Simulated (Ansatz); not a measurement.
Consider the following.

HfO2 (fluorite)

```
CELL_PARAMETERS angstrom
      0.00000     5.09760     5.09760
      2.54880     0.00000     2.54880
      2.54880     2.54880     0.00000
ATOMIC_POSITIONS crystal
  Hf 0.00000 0.00000 0.00000
  Hf 0.50000 0.00000 0.00000
  O  0.12500 0.25000 0.25000
  O  0.62500 0.25000 0.25000
  O  0.37500 0.75000 0.75000
  O  0.87500 0.75000 0.75000
```

A phonon eigenvector at L = (0.5, 0.0, 0.0) is frozen into this cell: atom i moves by Q times the vector below, so Q is the largest atomic displacement, in Å. The cell is held. It is one choice among 2 degenerate patterns. (q is in reciprocal vectors of the primitive cell; the cell shown is doubled to hold the pattern.)

```
atom       x       y       z
----  ------  ------  ------
Hf1    0.005  -0.009   0.014
Hf2   -0.005   0.009  -0.014
O3    -0.285   0.520  -0.805
O4     0.285  -0.520   0.805
O5     0.285  -0.520   0.805
O6    -0.285   0.520  -0.805
```

Calculation: PBE (plane waves to 420 eV, PAW, scalar-relativistic; Ansatz, a first-principles code). k mesh 11×11×11 (Γ-centred), Fermi-Dirac smearing 0.05 eV. The energy includes the smearing's −TS. HfO2 is run without spin polarisation. HfO2 was relaxed with its symmetry unable to fall. Spin-orbit coupling is left out, though Hf is heavy. This is a high-temperature form of HfO2. The zero of ΔE is the undisplaced structure.

The scan covers Q from -0.180 to 0.180 Å in 13 points.

Problem. Which space group does the distorted structure have?

Solution. P-1 (No. 2), lowered from Fm-3m.

Problem. What is the energy change at Q = 0.180 Å?

Solution. 602 meV/cell.

Problem. What harmonic wavenumber does the curvature at Q = 0 give?

Solution. 388 cm⁻¹.

(For displaced atoms, the force is minus the slope of the energy, and its curvature is a force constant, which sets phonon frequencies.)
